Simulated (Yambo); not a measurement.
Yambo run on Ba₂ScTaO₆ (space group Fm-3m, No. 225). The wavefunctions are norm-conserving PBEsol (Quantum ESPRESSO, 84 Ry, scalar-relativistic) ones on a 2×2×2 mesh (40 occupied bands); a = 5.8795 Å, b = 5.8795 Å, c = 5.8795 Å, α = 60.00°, β = 60.00°, γ = 60.00°.

Yambo input:

```
rim_cut
gw0
dyson
el_el_corr
HF_and_locXC
ppa
em1d
RandQpts= 1000000
RandGvec= 1 Ry
EXXRLvcs= 84 Ry
VXCRLvcs= 336 Ry
Chimod= "HARTREE"
% BndsRnXp
 3 | 148 |
%
NGsBlkXp= 7 Ry
% LongDrXp
 1.0 | 1.0 | 1.0 |
%
PPAPntXp= 27.2114 eV
% GbndRnge
 1 | 148 |
%
GTermKind= "BG"
DysSolver= "n"
ExtendOut
% QPkrange
 1 | 1 | 40 | 41 |
%
```

k points by index: 1 = Γ.

Table of the .qp output:

```
#    K-point    Band    Eo [eV]    E [eV]    E-Eo [eV]    Vxc [eV]    Vnlxc [eV]    Sc|Eo [eV]    Sc|E [eV]    dSc/dw|Eo [eV]    Re(Z)    Im(Z)
#
    1    40    0.000000    -0.392982    -0.392982    -19.50092    -24.64295    4.634778    4.749047    -7.909742    0.774784    -0.001350
    1    41    3.028739    4.478335    1.449596    -14.90430    -8.792955    -4.355288    -4.661746    -5.752268    0.825495    -0.001129
```
(The two width columns are left out.) Convergence of these settings isn't established.

Spin-orbit coupling is not included.

Geometry of the Materials Project entry, not relaxed at this level.

The structure is a Materials Project entry; no match was found in the copy of COD used, and its stability was not checked.
